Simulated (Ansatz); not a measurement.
Relaxed-ion elastic tensor of Si in space group Fd-3m (No. 227; Si on 8a, Si on 32e, Si on 96g) in GPa (Voigt order), PBEsol in the plane-wave PAW code Ansatz; density 2.03 g/cm³, 23.00 Å³ per atom.

```
 107  45.2  45.2   0.0   0.0   0.0
45.2   107  45.2   0.0   0.0   0.0
45.2  45.2   107   0.0   0.0   0.0
 0.0   0.0   0.0  40.6   0.0   0.0
 0.0   0.0   0.0   0.0  40.6   0.0
 0.0   0.0   0.0   0.0   0.0  40.6
```

Problem. Is the crystal mechanically stable?

Solution. Yes: the smallest eigenvalue of C is 40.6 GPa.

Problem. Work out the Voigt, Reuss and Hill averages.

Solution. K_V = 65.7, K_R = 65.7, K_H = 65.7; G_V = 36.6, G_R = 35.9, G_H = 36.3 GPa.

Problem. Give Young's modulus, Poisson's ratio, Pugh's ratio and the universal anisotropy index.

Solution. E = 9KG/(3K + G) = 91.9 GPa; ν = 0.27; K/G = 1.81 (near the Pugh limit of 1.75, no verdict); A_U = 5G_V/G_R + K_V/K_R − 6 = 0.09.

Problem. Estimate the sound speeds and the Debye temperature.

Solution. v_l = √((K + 4G/3)/ρ) = 7500 m/s, v_t = √(G/ρ) = 4230 m/s, mean 4700 m/s; Θ = (h/k)(3n/4πV)^(1/3) v_m = 493 K.

Problem. Give the Zener ratio and Young's modulus along [100], [110] and [111].

Solution. A = 2C44/(C11 − C12) = 1.32; 1/E = S11 − 2(S11 − S12 − S44/2)Γ with Γ = 0, 1/4, 1/3 gives 79.6, 94.6, 101 GPa.

The first step of the workflow began from a Materials Project structure, measured or hypothetical. Its sites differ from those of the usual phase in this space group: another stacking or structure type. The PBEsol relaxation kept the symmetry of its start; its stability against distortions is not shown here.

Potentials: the later of the program's two PAW sets.
